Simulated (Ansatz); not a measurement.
The elements of this relaxed trial crystal are hidden behind letters.

```
lattice vectors (Å)
   3.7828    0.0000    0.0000
   0.0000    3.7828    0.0000
   0.0000    0.0000    6.1748
fractional positions
X 0.5000 0.5000 0.0000
Z 0.5000 0.5000 0.5000
Q 0.0000 0.5000 0.7088
Q 0.5000 0.0000 0.7088
Q 0.0000 0.5000 0.2912
Q 0.5000 0.0000 0.2912
```

All numbers below come from DFT PBE, scalar-relativistic, plane waves, PAW in Ansatz 0.2.0. Settings of the last relaxation (6-atom cell): 420 eV, 10×10×6 k points, Gaussian smearing of 0.10 eV, collinear spin.

- Space group: P4/mmm (No. 123)
- Conventional cell: a = 3.783 Å, c = 6.175 Å
- Volume per atom: 14.73 Å³
- Density: 6.00 g/cm³
- Formation energy: −2.99 eV/atom
- Gap on the 10×10×6 mesh of the 6-atom cell: 0 eV (a metal)
- Net moment per atom: 1.09 μB

Energies are uncorrected and count from the elements' standard states at the same level.

Q: X is a lanthanide, Z is a d-block element of period 5 and Q is a p-block element of period 2. Which elements are they?

A: X = Eu, Z = Zr, Q = F, so the formula is EuZrF4. Density times volume gives a mean mass of 6.00 × 14.73/1.6605 = 53.2 u per atom, and this set has 53.2 u. Eu is surrounded by 8 F at 2.61 Å and 2 Zr at 3.09 Å; around Zr lie 8 F at 2.29 Å and 2 Eu at 3.09 Å; F has 2 Zr at 2.29 Å, 5 F at 2.58–2.67 Å and 2 Eu at 2.61 Å. Other sets within the hints have nearly the same mass, so mass alone doesn't settle it; this one was computed.

In such compounds of Eu a zero gap at this level may well be an artefact, since no Hubbard U is applied. The magnetic state reached may not be the lowest. A structure relaxed within its symmetry needn't be a true minimum. Another cell of EuZrF4 relaxed alike, in P4/mmm, lies 114 meV/atom lower, so this cell isn't the stable form at this level.
